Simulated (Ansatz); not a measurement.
Here is the system:

InP:
```xyz
2
Lattice="0.0000 2.9795 2.9795 2.9795 0.0000 2.9795 2.9795 2.9795 0.0000" Properties=species:S:1:pos:R:3 pbc="T T T"
P      4.4692     4.4692     4.4692
In     0.0000     0.0000     0.0000
```

This is the PBE-relaxed structure.

Q: All from PBE (plane waves, PAW; program Ansatz), unless another level is named. Predict the band gap.

A: 0.44 eV (direct).

Q: What about the hole effective mass, band 1 of 3 at the edge?

A: 0.46 along [100], 2.7 along [110], 1.0 along [111] (mₑ).

Q: What about the valence-band maximum?

A: at Γ.

Space group F-43m (zinc blende). The PBE relaxation kept the symmetry of its start. Scalar-relativistic: spin–orbit coupling is off unless named, which matters more the heavier the elements.

Potentials: the later of the program's two PAW sets.
